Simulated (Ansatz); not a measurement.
The start is a generated trial cell of ZnCu2SnSe4 in the kesterite structure type. The structure is fully relaxed (lattice and positions, P = 0) with r2SCAN (plane waves to 500 eV, PAW, scalar-relativistic; Ansatz, an electronic-structure program). The first steps use a coarse 6×6×6 k-mesh.

Input geometry:
```
ZnCu2SnSe4
1.0
   -2.87506     2.87506     5.75913
    2.87506    -2.87506     5.75913
    2.87506     2.87506    -5.75913
Cu Zn Sn Se
2 1 1 4
Direct
  0.00000   0.00000   0.00000
  0.75000   0.25000   0.50000
  0.25000   0.75000   0.50000
  0.50000   0.50000   0.00000
  0.62900   0.62800   0.51300
  0.11500   0.11600   0.48700
  0.37200   0.88500   0.00100
  0.88400   0.37100   0.99900
```

**Question.** Which atoms feel the largest initial force, and how large is it?

**Answer.** 0.50 eV/Å, on Se5, Se6, Se7, Se8 (atoms numbered as listed).

**Question.** How much energy is released per atom?

**Answer.** 0.01 eV/atom.

**Question.** How does the volume change?

**Answer.** -2.9 %, from 23.80 to 23.11 Å³/atom.

**Question.** How do the shortest distances between atoms change?

**Answer.** The closest pairs of elements (up to four, under 3.6 Å), start → end: Cu–Se 2.47 → 2.41 Å; Se–Zn 2.48 → 2.46 Å; Se–Sn 2.55 → 2.58 Å.

**Question.** What does it relax into? Give the structure.

**Answer.** 
Space group I-4 (No. 82); a = 5.700 Å, b = 5.700 Å, c = 11.379 Å, α = 90.00°, β = 90.00°, γ = 90.00°

```csv
atom,site,symmetry,x,y,z
Cu,2a,-4..,0.0000,0.0000,0.0000
Cu,2c,-4..,0.0000,0.5000,0.2500
Zn,2d,-4..,0.5000,0.0000,0.2500
Sn,2b,-4..,0.0000,0.0000,0.5000
Se,8g,1,0.2591,0.2668,0.3701
```
(The calculation used a cell of 8 atoms; values per cell refer to that cell.)

The space group stays I-4 (No. 82) (the run could not lower it), with 8 atoms in the primitive cell. Final values are on a 8×8×8 k-mesh of the relaxed cell. No spin polarisation in the result.

The run could not lose the symmetry of its start; a randomly shaken copy of 8 atoms returns to this structure.
